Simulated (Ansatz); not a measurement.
AlN (zinc blende, space group No. 216) at seven volumes, plane-wave PAW r²SCAN (Ansatz code), scaled uniformly. One row is withheld.

| V (Å³/atom) | P (GPa) |
|---|---|
| 9.492 | 23.75 |
| 9.804 | 14.65 |
| 10.117 | 6.79 |
| 10.430 | 0.00 |
| 10.743 | -5.88 |
| 11.056 | ? |
| 11.369 | -15.35 |

Task: Fit the shown pressures and predict the withheld one.

Result: P = (3/2)B₀(x^(7/2) − x^(5/2))[1 + (3/4)(B′ − 4)(x − 1)] with x = (V₀/V)^(2/3). Least squares on the six rows gives V₀ = 10.430 Å³/atom, B₀ = 210 GPa, B′ = 3.85. At V = 11.056, x = 0.9619 and P = -10.94 GPa. The run itself gave -10.96 GPa.

Space group F-43m (zinc blende). Symmetry was held in the r²SCAN relaxation.

Potentials: the later of the program's two PAW sets.
